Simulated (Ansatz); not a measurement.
Zn8Au5, one structure, two calculations

Cell: an entry of the Crystallography Open Database (COD) whose atoms were relaxed with PBE, the cell held.

```cif
data_Zn8Au5
_symmetry_space_group_name_H-M 'I-43m'
_symmetry_Int_Tables_number 217
_cell_length_a 9.2700
_cell_length_b 9.2700
_cell_length_c 9.2700
_cell_angle_alpha 90.000
_cell_angle_beta 90.000
_cell_angle_gamma 90.000
loop_
_atom_site_label
_atom_site_type_symbol
_atom_site_symmetry_multiplicity
_atom_site_Wyckoff_symbol
_atom_site_fract_x
_atom_site_fract_y
_atom_site_fract_z
Zn1 Zn 8 c 0.1088 0.1088 0.1088
Zn5 Zn 24 g 0.3165 0.3165 0.0262
Au17 Au 8 c 0.3119 0.3119 0.3119
Au21 Au 12 e 0.3518 0.0000 0.0000
```

One atom of each set is listed; the run and its k-mesh use a cell of 26 atoms with edges of 8.03, 8.03, 8.03 Å.

First run. Computed with Ansatz: DFT, PBE, plane waves and PAW, scalar-relativistic, 420 eV cutoff, Γ-centred 5×5×5 k-points, Fermi–Dirac smearing 0.05 eV.

```json
{"site": "Zn1", "V_zz (10²¹ V/m²)": "4.03", "η": "0.00"}
{"site": "Zn5", "V_zz (10²¹ V/m²)": "-4.48", "η": "0.62"}
{"site": "Au17", "V_zz (10²¹ V/m²)": "9.14", "η": "0.00"}
{"site": "Au21", "V_zz (10²¹ V/m²)": "12.35", "η": "0.93"}
```

Second run. The same atoms and settings, except that the functional is r2SCAN and the cutoff is 500 eV.

(1) What does the second run give?

## Answers

(1) 

```json
{"site": "Zn1", "V_zz": "4.03", "η": "0.00", "change of V_zz": "0.00"}
{"site": "Zn5", "V_zz": "-4.64", "η": "0.59", "change of V_zz": "-0.16"}
{"site": "Au17", "V_zz": "10.66", "η": "0.00", "change of V_zz": "+1.52"}
{"site": "Au21", "V_zz": "13.77", "η": "0.87", "change of V_zz": "+1.42"}
```

The largest change of V_zz is on Au17, from 9.14 to 10.66. In per cent, |V_zz| changes by 0 to +3 on Zn, +11 to +17 on Au (all sites that start above 2).

With no gap above 0.1 eV, as in a metal, the gradients converge slowly in k; expect changes of a tenth or more on a denser mesh. Spin–orbit coupling is left out, which shifts gradients on Au by a few per cent in wide-gap crystals, and can shift them far more where the calculated gap is small or absent, as here.
For the first run: At this cell the PBE pressure is 6 GPa, so with PBE the cell would grow if it were relaxed.
For the second run: With these PAW files V_zz is typically within 2 to 3 % of all-electron values, but misses above 10 % occur on Au, Zn.
